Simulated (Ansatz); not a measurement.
A geometry of Se away from equilibrium: step 2 of the relaxation of a relaxed Se cell stretched uniformly to 150 % of its volume. Computed with PBEsol (plane waves to 420 eV, PAW, scalar-relativistic; Ansatz, a first-principles code). Γ-centred k-mesh 6×6×4 on the run's cell (coarser than for final values), Fermi–Dirac smearing 0.05 eV. The plane waves were selected for a different cell earlier on the path.

```
CELL_PARAMETERS angstrom
      4.47694     0.00000     0.00000
     -2.23847     3.87715     0.00000
      0.00000     0.00000     5.57613
ATOMIC_POSITIONS crystal
  Se 0.22340 0.22340 0.50000
  Se 0.77660 0.00000 0.83333
  Se 0.00000 0.77660 0.16667
```

### Question
Give the Cartesian forces on all atoms (eV/Å).

### Answer
| atom | Fx | Fy | Fz |
|---|---|---|---|
| Se1 | -0.48 | -0.83 | 0.00 |
| Se2 | 0.96 | 0.00 | 0.00 |
| Se3 | -0.48 | 0.83 | 0.00 |

The path ends in P3₁21 (No. 152) (AFLOW prototype A_hP3_152_a (A8, as in Se)). No spin polarisation in the result. Without a van der Waals term the distances between weakly bound units are poorly fixed.

The run could not lose the symmetry of its start.

Without dispersion the volume is uncertain too.
